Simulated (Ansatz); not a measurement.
Computed with DFT PBE, scalar-relativistic, plane waves, PAW (Ansatz 0.2.0). All cells share a 420 eV cutoff and Γ-centred k meshes spaced at most about 0.3 Å⁻¹ (about 0.25 or finer for metals, 2π included). No spin polarisation in the final relaxations.

These are static total energies at zero pressure.

Compare these two cells of TiSb₂Se₂, each relaxed at this level.

A.

```
Ti Sb Se
1.0
     5.15254    0.00000    0.00000
    -2.57627    4.46223    0.00000
     0.00000    0.00000    8.18338
Ti Sb Se
1 2 2
Cartesian
  0.0000 0.0000 4.0917
  0.0000 2.9748 4.0917
  2.5763 1.4874 4.0917
  0.0000 0.0000 1.7113
  0.0000 0.0000 6.4720
```

B.

```
Ti Sb Se
1.0
    -1.84462    1.84462    9.58820
     1.84462   -1.84462    9.58820
     1.84462    1.84462   -9.58820
Ti Sb Se
1 2 2
Direct
  0.00000 0.00000 0.00000
  0.42429 0.42429 0.00000
  0.57571 0.57571 0.00000
  0.75000 0.25000 0.50000
  0.25000 0.75000 0.50000
```

Task: Which is lower in energy, and by how much?

Result: B is lower, by 121 meV/atom. A has space group P6/mmm (No. 191), 37.6 Å³/atom and no gap on its mesh; B has space group I4/mmm (No. 139), 26.1 Å³/atom and no gap. Counting Sb or Se atoms around Ti (for each partner element, those within 1.25 times its shortest distance or 1.15 times the sum of covalent radii, where it is the nearest in units of that sum or under 1.3; a plus sign parts groups by distance over the sum of covalent radii), A has Ti 2+6 and B has Ti 8. A holds Sb–Sb nets (shortest 2.97 Å); B holds Sb–Sb pairs (shortest 2.90 Å) and Se–Se nets (shortest 2.61 Å). In A, around Ti lie 2 Se at 2.38 Å and 6 Sb at 2.97 Å; Sb has 3 Sb at 2.97 Å, 3 Ti at 2.97 Å and 6 Se at 3.81 Å; Se has 1 Ti at 2.38 Å, 1 Se at 3.42 Å and 6 Sb at 3.81 Å. In B, Ti has 8 Sb at 2.99 Å and 4 Ti at 3.69 Å; Sb has 1 Sb at 2.90 Å and 4 Ti at 2.99 Å; Se is surrounded by 4 Se at 2.61 Å. Both come from invented guesses. A third cell relaxed alike, in P-3m1, lies 0.59 eV/atom below the lower of the two.

Weakly bound directions are ill-defined at this level, which has no dispersion term (P6/mmm, I4/mmm), and this can change margins and order among such cells. Spin–orbit coupling, which can matter for Sb, is left out. Cells relaxed within their symmetry can be saddle points.
